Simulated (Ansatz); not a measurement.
Property card for SiGe3

SiGe3:
```
SiGe3
1.0
    3.96671     0.00000     0.00000
    0.00000     3.96671     0.00000
    0.00000     0.00000     5.60008
Si Ge
1 3
Direct
  0.00000   0.00000   0.00000
  0.50000   0.00000   0.24435
  0.50000   0.50000   0.50000
  0.00000   0.50000   0.75565
```

Space group P-4m2 (No. 115); conventional cell a = b = 3.967 Å, c = 5.600 Å, α = β = γ = 90.00°.

Method: the program Ansatz at the r²SCAN level (PAW). The cell and atoms are relaxed at this level. Other levels are named where they apply.

**Cell and energy**

```json
{
  "volume_per_atom": "22.03 Å³",
  "density": "4.64 g/cm³",
  "Formation energy from the elements (no fitted shifts)": "8 meV/atom"
}
```

**Electronic structure**

```json
{
 "band_gap": "0.56 eV (indirect)",
 "valence_band_maximum": "at Γ",
 "conduction_band_minimum": "at R (2 equivalent valleys)",
 "smallest_direct_gap_on_the_standard_path": "0.87 eV",
 "electron_effective_mass": "0.079, 0.11, 0.23 mₑ (principal values)",
 "Electron effective mass with spin–orbit coupling": "0.079, 0.11, 0.23 mₑ (principal values)",
 "Weight of the conduction-edge state by species (Voronoi cells)": "Ge 80 %, Si 20 %",
 "Hole effective mass, band 1 of 2 at the edge": "1.7 along x, 0.22 along z (mₑ)",
 "Hole effective mass, band 2 of 2 at the edge": "0.046 along x, 0.22 along z (mₑ)",
 "Hole effective mass with spin–orbit coupling": "0.086, 0.10, 0.21 mₑ (principal values)",
 "Weight of the valence-edge state by species (Voronoi cells)": "Ge 77 %, Si 23 %",
 "HSE06 gap on the r²SCAN cell": "0.93 eV",
 "Gap with spin–orbit coupling": "0.49 eV"
}
```

**Mechanics**

```json
{
  "Bulk modulus (Birch–Murnaghan fit)": "78.1 GPa",
  "Pressure derivative B′": "4.6"
}
```

**Charges**

```json
{
  "bader_charges": "Si +0.34, Ge -0.17 to 0.00 e"
}
```

The start of the workflow was typed in or built on a structure type; neither database checked (COD, Materials Project) lists it. Its standing as an ambient phase is unchecked. The cell was relaxed with r²SCAN under the symmetry of its start; whether a distortion lowers the energy is not shown. The references are the lowest solids computed at this level, not always the standard phases. Scalar-relativistic: spin–orbit coupling is off unless named, which matters more the heavier the elements.

Potentials: the earlier of the program's two PAW sets.
